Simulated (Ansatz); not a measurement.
Cu$_{3}$Pt, in the lowest among the structures calculated here: Pm-3m (No. 221), cP4, Cu3Au type; a = b = c = 3.6671 Å, α = β = γ = 90.00°; Cu 3c (0.000, 0.500, 0.500); Pt 1a (0.000, 0.000, 0.000). The numbers are results of PBEsol (plane waves to 420 eV, PAW, scalar-relativistic; Ansatz, a first-principles code), not measurements. Element references, the lowest calculated here: Pt (Fm-3m), Cu (Fm-3m).

Total energies (eV/atom, σ → 0; comparable only within this code, potentials and settings):

```json
[
 {"phase": "Cu3Pt (Pm-3m)", "E (eV/atom)": "-8037.663"},
 {"phase": "Pt (Fm-3m)", "E (eV/atom)": "-12383.821"},
 {"phase": "Cu (Fm-3m)", "E (eV/atom)": "-6588.774"},
 {"phase": "CuPt (R-3m)", "E (eV/atom)": "-9486.449"}
]
```

Problem. What is the formation energy of this Pm-3m form of Cu3Pt from the elements?

Solution. E_f = -8037.663 − [3 × (-6588.774) + 1 × (-12383.821)] / 4 = -0.13 eV/atom (-0.5 eV per formula unit).

Problem. Is it stable against the other phases calculated?

Solution. Yes: the most favourable decomposition, Cu3Pt → 2 Cu + CuPt (CuPt R-3m, Cu Fm-3m), costs 0.05 eV/atom.

Problem. Over what range of chemical potentials is Cu3Pt stable among the phases calculated here? Give the corners of its window as Δμ = μ − μ(element).

Solution. 
```csv
in equilibrium with,Δμ(Cu) (eV),Δμ(Pt) (eV)
Cu,0.0,-0.5
CuPt,-0.1,-0.2
```

At every corner Σ nΔμ equals the formation energy, about -0.5 eV per formula unit; the corners carry the error of several atoms' energies, a few 0.01 eV.

Hull of the energies calculated here, no anion corrections, zero temperature, no zero-point energy; an uncalculated phase could lie lower. Values are rounded to 0.01 eV/atom. Spin-orbit coupling is missing from these energies, which matters for elements this heavy. The compounds carry no spin polarisation.
